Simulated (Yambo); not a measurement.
GaN (zinc blende, space group F-43m, No. 216), G0W0@PBE (Yambo, plasmon pole, terminator in G, 6×6×6 mesh): gap Γ → Γ in eV by bands and screening block.

```json
[
 {"bands (W and G)": "30", "3 Ry": "2.51", "7 Ry": "2.76", "11 Ry": "2.83", "14 Ry": "2.83", "18 Ry": "2.84"},
 {"bands (W and G)": "51", "3 Ry": "2.42", "7 Ry": "2.69", "11 Ry": "2.76", "14 Ry": "2.77", "18 Ry": "2.78"},
 {"bands (W and G)": "77", "3 Ry": "2.39", "7 Ry": "2.67", "11 Ry": "2.74", "14 Ry": "2.75", "18 Ry": "2.76"},
 {"bands (W and G)": "112", "3 Ry": "2.37", "7 Ry": "?", "11 Ry": "2.73", "14 Ry": "2.74", "18 Ry": "2.74"},
 {"bands (W and G)": "146", "3 Ry": "?", "7 Ry": "?", "11 Ry": "2.72", "14 Ry": "2.73", "18 Ry": "2.74"}
]
```

Problem. Estimate the withheld gaps from their neighbours; the computed values follow.

Solution. 
- 112, 7 Ry: 2.66
- 146, 3 Ry: 2.36
- 146, 7 Ry: 2.65

The largest settings aren't shown to be the converged limit.

Spin-orbit coupling is not included.

Geometry relaxed with PBEsol; primitive cell a = 3.182 Å, b = 3.182 Å, c = 3.182 Å, α = 60.00°, β = 60.00°, γ = 60.00°.

This is not the ordinary phase of the substance; no match was found in the copy of COD used, and its stability was not checked.

The potentials are those of PseudoDojo's stringent table.
